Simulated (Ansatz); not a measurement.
Self-consistent spin–orbit runs of CrBrO along several axes

Level of theory: DFT PBEsol, spin-orbit coupling, plane waves, PAW (Ansatz).

```
CELL_PARAMETERS angstrom
3.23200 0.00000 0.00000
0.00000 3.86300 0.00000
0.00000 0.00000 8.36000
ATOMIC_POSITIONS crystal
Cr 0.50000 0.50000 0.10200
Cr 0.00000 0.00000 0.89800
Br 0.00000 0.50000 0.32000
Br 0.50000 0.00000 0.68000
O 0.00000 0.50000 0.96500
O 0.50000 0.00000 0.03500
```

```json
{
  "plane-wave cutoff": "420 eV",
  "Γ-centred k-mesh": "12×10×4",
  "occupation rule": "Gaussian smearing, 0.01 eV",
  "list of starting moments (μB, in atom order)": "3 3 0 0 0 0",
  "check for lower electronic states after the SCF": "on"
}
```

The moments start along each conventional axis in turn. Free energies count from the first axis and are rough on this mesh. The states are those that the runs reached from these starts; a lower one can exist.

```csv
axis,Cartesian direction,ΔF (meV/cell),"site spin moments along the axis, as the non-collinear run integrates them (μB)"
c,0.000 0.000 1.000,0.000,"Cr +2.60 (×2), O +0.48 (×2)"
a,1.000 0.000 0.000,-0.105,"Cr +2.60 (×2), O +0.48 (×2)"
b,0.000 1.000 0.000,-0.126,"Cr +2.60 (×2), O +0.48 (×2)"
```

Cost: 3 runs of about 14 core-minutes in all, on Intel Xeon (Ice Lake) (shared hosts).